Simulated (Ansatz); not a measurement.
**AlIn₂N₃: do energies and stresses tell the same story?**

Level of theory: DFT PBEsol, scalar-relativistic, plane waves, PAW in Ansatz 0.2.0.

Plane waves to 420 eV, a k mesh through Γ of 6×6×6 on the computed 12-atom cell and Gaussian smearing (0.02 eV); no spin polarisation.

Relaxed cell: Cmc2_1, a = 10.187 Å, b = 5.863 Å, c = 5.445 Å, α = 90.00°, β = 90.00°, γ = 90.00°, 12 atoms in the primitive cell. Whether it is the stable form of this composition wasn't checked.

Energies at zero smearing and pressures from the stress tensor, at volumes with shape and atoms relaxed:
| V (Å³/atom) | E − E(first) (meV/atom) | P (GPa) |
| --- | --- | --- |
| 11.924 | 0.00 | 26.27 |
| 12.330 | -55.95 | 18.05 |
| 12.737 | -92.64 | 11.05 |
| 13.143 | -112.90 | 5.08 |
| 13.550 | -119.15 | -0.01 |
| 13.956 | -113.50 | -4.33 |
| 14.363 | -97.70 | -8.02 |
| 14.905 | -63.48 | -12.08 |

Q: Check P = −dE/dV between neighbouring volumes, and get the bulk modulus from the pressures alone.

A: With 1 eV/Å³ = 160.2 GPa:
```json
{"middle V (Å³/atom)": "12.127", "−ΔE/ΔV (GPa)": "22.051", "mean P (GPa)": "22.158"}
{"middle V (Å³/atom)": "12.533", "−ΔE/ΔV (GPa)": "14.461", "mean P (GPa)": "14.549"}
{"middle V (Å³/atom)": "12.940", "−ΔE/ΔV (GPa)": "7.986", "mean P (GPa)": "8.063"}
{"middle V (Å³/atom)": "13.346", "−ΔE/ΔV (GPa)": "2.462", "mean P (GPa)": "2.537"}
{"middle V (Å³/atom)": "13.753", "−ΔE/ΔV (GPa)": "-2.226", "mean P (GPa)": "-2.170"}
{"middle V (Å³/atom)": "14.159", "−ΔE/ΔV (GPa)": "-6.225", "mean P (GPa)": "-6.176"}
{"middle V (Å³/atom)": "14.634", "−ΔE/ΔV (GPa)": "-10.118", "mean P (GPa)": "-10.046"}
```

The two differ by 0.11 GPa at most. The mean of two end pressures misses the average over a step by about ΔV² P″/12, up to 0.11 GPa here; with that taken off 0.01 GPa remains. Around V = 13.550 Å³/atom, the two neighbours give B = −V ΔP/ΔV = 13.550 × 9.41 / 0.813 = 156.9 GPa, against B0 = 156.0 GPa from the Birch–Murnaghan fit of the energies.